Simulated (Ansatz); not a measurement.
Data:

CdS (wurtzite)

```
CdS
1.0
    4.19618     0.00000     0.00000
   -2.09809     3.63400     0.00000
    0.00000     0.00000     6.82953
Cd S
2 2
Direct
  0.33333   0.66667   0.99917
  0.66667   0.33333   0.49917
  0.33333   0.66667   0.37563
  0.66667   0.33333   0.87563
```

This relaxed cell (volume V₀) is scaled evenly in all directions, its shape held. The atoms relax within the cell's symmetry.

Computed with PBE (plane waves to 420 eV, PAW, scalar-relativistic; Ansatz, an electronic-structure program). k mesh 9×9×5 (Γ-centred), Fermi-Dirac smearing 0.05 eV. Energies are smeared free energies. Stress and pressure are positive under compression. With the shape held, the modulus is that of even scaling; a crystal free to change shape is softer. CdS was relaxed with its symmetry unable to fall. The zero of ΔE is the relaxed starting cell.

The scan covers V/V₀ from 0.840 to 1.160 in 9 points.

Question: What is the fitted pressure derivative B₀′?

Answer: 4.6.

Question: What bulk modulus at fixed cell shape B₀ follows from a third-order Birch-Murnaghan fit?

Answer: 53.2 GPa.

(A scan under strain: stresses follow from slopes of the energy per volume, elastic moduli from its curvatures.)
